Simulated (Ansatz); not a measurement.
With r²SCAN in the plane-wave PAW code Ansatz, Si6BAs in the tetragonal phase (I-42m; B on 2a, Si on 8i, Si on 4d, As on 2b) relaxes to a = 5.264 Å, c = 10.507 Å. B has 4 nearest neighbours from 2.04 Å (tetrahedral); Si on 4d has 4 nearest neighbours from 2.33 Å (tetrahedral); As has 4 nearest neighbours from 2.44 Å (tetrahedral).

It is gapped at this level: 0.09 eV (indirect). The valence maximum lies at Γ and the conduction minimum at M. HSE06 on the same cell gives 0.47 eV. Gap from r²SCAN with spin–orbit coupling: 0.06 eV. Electrons at the band edge weigh 0.25, 0.25, 0.42 mₑ (principal values).

The bulk modulus is 103 GPa. The relaxed-ion elastic constants in GPa are C11 = 183, C12 = 61.9, C13 = 63.4, C33 = 187, C44 = 93.6, C66 = 91.8. The elastic constants imply a Debye temperature near 650 K.

The start of the workflow was typed in or built on a structure type; neither database checked (COD, Materials Project) lists it. Whether it is the stable phase at ambient conditions was not checked. The r²SCAN relaxation kept the symmetry of its start; whether a distortion lowers the energy is not shown. Scalar-relativistic: spin–orbit coupling is off unless named, which matters more the heavier the elements.

Potentials: the earlier of the program's two PAW sets.
